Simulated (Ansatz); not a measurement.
Space group I4/m (No. 87). a = 5.507 Å, b = 5.507 Å, c = 7.901 Å, α = 90.00°, β = 90.00°, γ = 90.00°
| atom | site | symmetry | x | y | z |
| --- | --- | --- | --- | --- | --- |
| Sr | 4d | -4.. | 0.0000 | 0.5000 | 0.2500 |
| Ni | 2a | 4/m.. | 0.0000 | 0.0000 | 0.0000 |
| W | 2b | 4/m.. | 0.5000 | 0.5000 | 0.0000 |
| O | 8h | m.. | 0.2949 | 0.2187 | 0.0000 |
| O | 4e | 4.. | 0.0000 | 0.0000 | 0.2569 |

Equation of state of this Sr$_{2}$NiWO$_{6}$ structure (not necessarily the ground state), with shape and atoms relaxed at each volume where symmetry leaves them free. Method: DFT PBEsol, scalar-relativistic, plane waves, PAW in Ansatz 0.2.0.

Plane waves to 420 eV, a k mesh through Γ of 8×8×8 on the computed 10-atom cell and Gaussian smearing (0.02 eV); collinear spin.

```json
{"V (Å³/atom)": "11.261", "E − E(largest V) (meV/atom)": "4.99", "P (GPa)": "11.25", "gap on mesh (eV)": "0.63"}
{"V (Å³/atom)": "11.621", "E − E(largest V) (meV/atom)": "-13.17", "P (GPa)": "5.13", "gap on mesh (eV)": "0.72"}
{"V (Å³/atom)": "11.980", "E − E(largest V) (meV/atom)": "-18.75", "P (GPa)": "-0.01", "gap on mesh (eV)": "0.79"}
{"V (Å³/atom)": "12.339", "E − E(largest V) (meV/atom)": "-13.77", "P (GPa)": "-4.30", "gap on mesh (eV)": "0.85"}
{"V (Å³/atom)": "12.699", "E − E(largest V) (meV/atom)": "0.00", "P (GPa)": "-7.87", "gap on mesh (eV)": "0.86"}
```

Question: Fit a third-order Birch–Murnaghan equation to E(V).

Answer: V0 = 11.98 Å³/atom, B0 = 156 GPa, B0' = 5.0.

Spin-orbit coupling is left out, which matters for the bands of heavy elements. The cell holds one magnetic atom, so it can only be ferromagnetic; an antiferromagnetic order may lie lower.

Cost: 5 runs of about 29 core-minutes in all, on Intel Xeon Platinum 8488C (Sapphire Rapids) (shared hosts).